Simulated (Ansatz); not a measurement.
# SrMg (Pm-3m): elasticity against pressure

```
Sr Mg
1.0
     4.13178    0.00000    0.00000
     0.00000    4.13178    0.00000
     0.00000    0.00000    4.13178
Sr Mg
1 1
Direct
  0.50000 0.50000 0.50000
  0.00000 0.00000 0.00000
```

This is the zero-pressure cell. At each pressure cell and atoms are relaxed in this structure, and the constants are slopes of the stress at strains of ±0.005 with relaxed ions (the coefficients that govern stability under load). Level: PBEsol, PAW on Ansatz 0.2.0's default frozen-core files (fitted under PBE), scalar-relativistic; k mesh 12×12×12, strains of ±0.005, Fermi-Dirac smearing of 0.100 eV, cutoff 420 eV. P is the pressure of the relaxed cell, less that of this one.

| P (GPa) | V/V₀ | C11 (GPa) | C12 (GPa) | C44 (GPa) |
| --- | --- | --- | --- | --- |
| 0.00 | 1.0000 | 27.2 | 17.8 | 20.7 |
| 1.02 | 0.9561 | 31.1 | 21.3 | 23.1 |
| 1.99 | 0.9213 | 34.7 | 24.5 | 25.3 |
| 3.98 | ? | ? | ? | ? |
| 6.99 | 0.7999 | 51.5 | 40.1 | 35.2 |
| 9.99 | 0.7518 | 60.1 | 49.3 | 40.2 |
| 14.95 | 0.6918 | 72.3 | 64.1 | 47.1 |

Question: Does the bulk modulus from the constants agree with the pressure-volume curve?

Answer: A third-order Birch-Murnaghan fit to the volumes shown (F against f, f = [(V₀/V)^(2/3) − 1]/2) gives B₀ = 20.9 GPa and B′ = 3.6. Its −V dP/dV stands beside (C11 + 2C12)/3:

| P (GPa) | from P(V) | from the constants |
| --- | --- | --- |
| 0.00 | 20.9 | 21.0 |
| 1.02 | 24.6 | 24.6 |
| 1.99 | 27.9 | 27.9 |
| 6.99 | 43.9 | 43.9 |
| 9.99 | 52.8 | 52.9 |
| 14.95 | 66.9 | 66.8 |

Question: What are the pressure derivatives at zero pressure?

Answer: Slopes at V₀ of quadratic fits in −ln(V/V₀) through the first four rows shown, divided by B₀: dC11/dP = 3.9, dC12/dP = 3.3, dC44/dP = 2.4. The mean slopes up to 2.0 GPa are 3.8, 3.3, 2.3; curvature and scatter of the constants part the two. The combination (dC11/dP + 2 dC12/dP)/3 = 3.5 stands against B′.

Question: Fill the row at 3.98 GPa.

Answer: Cubic fits in −ln(V/V₀) through all rows shown give C11 = 41.8, C12 = 30.8, C44 = 29.5 GPa. Computed: V/V₀ = 0.8641, C11 (GPa) = 41.7, C12 (GPa) = 30.8, C44 (GPa) = 29.5.

Question: Does a shear stiffness soften?

Answer: C44 goes from 20.7 to 47.1 GPa; (C11 − C12)/2 goes from 4.7 to 4.1 GPa, through a maximum of 5.7 near 7 GPa. (C11 − C12)/2 softens under pressure, though the lattice stays mechanically stable over this range.

Caveats: no other phase was computed; many crystals of this kind change structure within this range, and rows or crossings beyond such a change describe a metastable lattice; frozen-core PAW files fitted under PBE, their cores solved anew for the functional of the run; responses of metals move with mesh and smearing; phonons weren't checked at these pressures.
